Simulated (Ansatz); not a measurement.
PbF2: projected DOS by orbital

```xyz
3
Lattice="0.0000 2.9699 2.9699 2.9699 0.0000 2.9699 2.9699 2.9699 0.0000" Properties=species:S:1:pos:R:3 pbc="T T T"
Pb    0.0000    0.0000    0.0000
F     1.4849    1.4849    1.4849
F     4.4548    4.4548    4.4548
```

Atom numbers follow the list: Pb1, F2, F3.

The cell is COD entry 9014557, as deposited and not checked against the literature; nothing was relaxed.

Spin–orbit coupling is left out, though it moves levels of the heavy atoms by tenths of an eV or more.

All numbers below come from DFT, PBE, all-electron LAPW, scalar-relativistic in Ansatz 0.2.0.

Sampling and basis: a Γ-centred 7×7×7 k mesh, Fermi–Dirac smearing of 0.03 eV, basis error target 0.5 meV/atom, no spin polarisation.

States per eV for one atom of each kind, in 0.4 eV bins named by their centres, from the valence-band top, projected on a minimal set of Löwdin-orthogonalised atomic shells; orbitals are real harmonics on the Cartesian axes, equal curves share a column, and empty bins are left out, as is all above 13.4 eV, near the top of the computed bands.

Pb1 6p:

```
# E all pz=px=py
-6.0 0.01 0.00
-5.6 0.01 0.00
-5.2 0.01 0.00
-3.6 0.19 0.06
-3.2 0.61 0.20
-2.8 0.54 0.18
-2.4 0.27 0.09
-2.0 0.11 0.04
-1.6 0.03 0.01
-1.2 0.01 0.00
-0.8 0.01 0.00
-0.4 0.02 0.01
0.0 0.01 0.00
4.4 0.01 0.00
4.8 0.40 0.13
5.2 1.91 0.64
5.6 1.42 0.47
6.0 0.15 0.05
6.4 0.38 0.13
6.8 1.21 0.40
7.2 2.93 0.98
7.6 3.65 1.22
8.0 0.41 0.14
10.0 0.01 0.00
```

F2 2p:

```
# E all pz=px=py
-6.4 0.15 0.05
-6.0 0.45 0.15
-5.6 0.13 0.04
-5.2 0.03 0.01
-3.6 0.42 0.14
-3.2 1.63 0.54
-2.8 2.07 0.69
-2.4 1.62 0.54
-2.0 2.33 0.78
-1.6 3.45 1.15
-1.2 0.09 0.03
-0.8 0.19 0.06
-0.4 0.42 0.14
0.0 1.00 0.33
4.8 0.01 0.00
5.2 0.14 0.05
5.6 0.10 0.03
6.4 0.03 0.01
6.8 0.09 0.03
7.2 0.18 0.06
7.6 0.28 0.09
8.0 0.04 0.01
```

Pb1 6s:

```
# E all
-6.4 0.54
-6.0 1.83
-5.6 0.64
-5.2 0.25
-4.8 0.07
-2.4 0.01
-2.0 0.01
-1.6 0.01
-1.2 0.03
-0.8 0.10
-0.4 0.32
0.0 0.97
4.8 0.01
5.2 0.07
5.6 0.04
6.0 0.01
```
